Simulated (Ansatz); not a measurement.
InAg$_{3}$:
```
InAg3
1.0
    4.18603     0.00000     0.00000
    0.00000     4.18603     0.00000
    0.00000     0.00000     4.18603
In Ag
1 3
Direct
  0.00000   0.00000   0.00000
  0.00000   0.50000   0.50000
  0.50000   0.00000   0.50000
  0.50000   0.50000   0.00000
```

Relaxed with r²SCAN. Special points in fractions of this cell's reciprocal vectors: Γ (0.000, 0.000, 0.000); X (0.000, 0.500, 0.000); M (0.500, 0.500, 0.000); R (0.500, 0.500, 0.500).

**Question.** List the band energies nearest the Fermi level at these points for plane-wave PAW r²SCAN (Ansatz code).

**Answer.** In eV from the Fermi level; about four levels below and three above (degenerate sets whole), none deeper than 8.9 eV; points with the same levels are listed once.

| k | below | above |
|---|---|---|
| Γ | -3.63 -3.63 -3.63 -0.23 -0.23 -0.23 | 3.08 4.78 4.78 |
| X | -4.62 -4.60 -4.22 -3.63 | 3.24 3.24 3.56 |
| M | -3.35 -2.56 -1.90 -1.90 | 5.56 5.81 7.11 7.11 |
| R | -2.35 -2.35 -2.35 -0.68 -0.57 | 1.91 1.91 1.91 |

Space group Pm-3m (Cu3Au type). The workflow started from an entry of the Crystallography Open Database (COD). Its standing as an ambient phase is unchecked. Symmetry was held in the r²SCAN relaxation; whether a distortion lowers the energy is not shown. No spin polarisation was allowed. Scalar-relativistic: spin–orbit coupling is off unless named, which matters more the heavier the elements.

Potentials: the later of the program's two PAW sets.
